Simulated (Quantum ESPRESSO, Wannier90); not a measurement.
**Wannier functions of TaS₂ (R-3m)**

Materials Project entry mp-555037; symmetrised, unrelaxed at this level. COD (Crystallography Open Database) has the formula in 4 space groups, this one among them (matched by group alone). Method: PBEsol plane waves in Quantum ESPRESSO 7.5 (PseudoDojo norm-conserving files, 47 Ry, spinors with spin-orbit coupling), Bloch states on a 8×8×8 mesh through Γ, Wannier90 4.0.1. Density: 10×10×10 mesh, cold smearing 0.01 Ry. The cell is built of weakly bound layers, chains or molecules, whose nearest atoms lie 3.85 Å apart. Database cells relaxed without dispersion often hold them too far apart, which can enlarge gaps and weakens couplings between them; spacing and stacking were not compared with the measured crystal.

On the energy scale of pw.x, whose zero is arbitrary, the Fermi level lies at 9.00 eV.

Input w.win:

```
num_bands = 2
num_wann = 2
exclude_bands = 3-54
spinors = true
num_iter = 1000
conv_tol = 1.0e-6
conv_window = 4
write_hr = true
write_u_matrices = true
auto_projections = true
begin unit_cell_cart
ang
   -1.6917200017    2.9301449951    0.0000000000
   -3.3834400034    0.0000000000    0.0000000000
   -1.6917200017    0.9767149984    6.3514130000
end unit_cell_cart
begin atoms_frac
Ta   0.0000000000  0.0000000000  0.0000000000
S    0.2538730000  0.2538730000  0.2383810000
S   -0.2538730000 -0.2538730000 -0.2383810000
end atoms_frac
mp_grid = 8 8 8
begin kpoints
0.0000000000 0.0000000000 0.0000000000
0.0000000000 0.0000000000 0.1250000000
0.0000000000 0.0000000000 0.2500000000
... (509 more lines: the 8x8x8 mesh through Gamma)
end kpoints
```

Input of pw2wannier90.x that gives the overlap and projection files (equivalent; here they were cut from one run over all bands):

```
&inputpp
  outdir = './out'
  prefix = 'pwscf'
  seedname = 'w'
  write_amn = .true.
  write_mmn = .true.
  atom_proj = .true.
  atom_proj_exclude = 3 4 5 6 7 8 9 10 11 12 13 14 15 16 17 18 19 20 21 22 23 24 25 26 27 28 29 30 31 32 33 34 35 36
/
```

Output w.wout (banner and timings cut):

```
                                    ------
                                    SYSTEM
                                    ------

                              Lattice Vectors (Ang)
                    a_1    -1.691720   2.930145   0.000000
                    a_2    -3.383440   0.000000   0.000000
                    a_3    -1.691720   0.976715   6.351413

                   Unit Cell Volume:      62.96772  (Ang^3)

                        Reciprocal-Space Vectors (Ang^-1)
                    b_1     0.000000   2.144326  -0.329753
                    b_2    -1.857041  -1.072163  -0.329753
                    b_3     0.000000   0.000000   0.989258

 *----------------------------------------------------------------------------*
 |   Site       Fractional Coordinate          Cartesian Coordinate (Ang)     |
 +----------------------------------------------------------------------------+
 | ta   1   0.00000   0.00000   0.00000   |   -0.00000   0.00000   0.00000    |
 | s    1   0.25387   0.25387   0.23838   |   -1.69172   0.97671   1.51406    |
 | s    2  -0.25387  -0.25387  -0.23838   |    1.69172  -0.97671  -1.51406    |
 *----------------------------------------------------------------------------*
                                ------------
                                K-POINT GRID
                                ------------

             Grid size =  8 x  8 x  8      Total points =  512

 *---------------------------------- MAIN ------------------------------------*
 |  Number of Wannier Functions               :                 2             |
 |  Number of Objective Wannier Functions     :                 2             |
 |  Number of input Bloch states              :                 2             |
 |  Output verbosity (1=low, 5=high)          :                 1             |
 |  Timing Level (1=low, 5=high)              :                 1             |
 |  Optimisation (0=memory, 3=speed)          :                 3             |
 |  Length Unit                               :               Ang             |
 |  Post-processing setup (write *.nnkp)      :                 F             |
 |  Using Gamma-only branch of algorithms     :                 F             |
 *----------------------------------------------------------------------------*
 *------------------------------- WANNIERISE ---------------------------------*
 |  Total number of iterations                :              1000             |
 |  Number of CG steps before reset           :                 5             |
 |  Trial step length for line search         :             2.000             |
 |  Convergence tolerence                     :         0.100E-05             |
 |  Convergence window                        :                 4             |
 |  Iterations between writing output         :                 1             |
 |  Iterations between backing up to disk     :               100             |
 |  Write r^2_nm to file                      :                 F             |
 |  Write xyz WF centres to file              :                 F             |
 |  Write on-site energies <0n|H|0n> to file  :                 F             |
 |  Use guiding centre to control phases      :                 F             |
 |  Use phases for initial projections        :                 F             |
 *----------------------------------------------------------------------------*
 *-------------------------------- PLOTTING ----------------------------------*
 |  Plotting Hamiltonian in WF basis          :                 T             |
 *----------------------------------------------------------------------------*

       ... (k-mesh section left out)

 Starting a new Wannier90 calculation ...

 Reading overlaps from w.mmn

 Reading projections from w.amn

 *------------------------------- WANNIERISE ---------------------------------*
 +--------------------------------------------------------------------+<-- CONV
 | Iter  Delta Spread     RMS Gradient      Spread (Ang^2)            |<-- CONV
 +--------------------------------------------------------------------+<-- CONV

 ------------------------------------------------------------------------------
 Initial State
  WF centre and spread    1  (  0.000000,  0.000000, -0.000000 )     0.37035642
  WF centre and spread    2  (  0.000000, -0.000000, -0.000000 )     0.37035642
  Sum of centres and spreads (  0.000000,  0.000000, -0.000000 )     0.74071284

      0     0.741E+00     0.0000000000        0.7407128389  <-- CONV
        O_D=      0.0000000 O_OD=      0.0000000 O_TOT=      0.7407128 <-- SPRD
 ------------------------------------------------------------------------------
      1     0.000E+00     0.0000000295        0.7407128389  <-- CONV
        O_D=      0.0000000 O_OD=      0.0000000 O_TOT=      0.7407128 <-- SPRD
      2     0.000E+00     0.0000000293        0.7407128389  <-- CONV
        O_D=      0.0000000 O_OD=      0.0000000 O_TOT=      0.7407128 <-- SPRD
      3     0.000E+00     0.0000000291        0.7407128389  <-- CONV
        O_D=      0.0000000 O_OD=      0.0000000 O_TOT=      0.7407128 <-- SPRD
      4     0.000E+00     0.0000000288        0.7407128389  <-- CONV
        O_D=      0.0000000 O_OD=      0.0000000 O_TOT=      0.7407128 <-- SPRD
             <<<     Delta < 1.000E-06  over  4 iterations     >>>
             <<< Wannierisation convergence criteria satisfied >>>
 Final State
  WF centre and spread    1  (  0.000000,  0.000000, -0.000000 )     0.37035642
  WF centre and spread    2  (  0.000000, -0.000000, -0.000000 )     0.37035642
  Sum of centres and spreads (  0.000000,  0.000000, -0.000000 )     0.74071284

         Spreads (Ang^2)       Omega I      =     0.740712839
        ================       Omega D      =     0.000000000
                               Omega OD     =     0.000000000
    Final Spread (Ang^2)       Omega Total  =     0.740712839
```
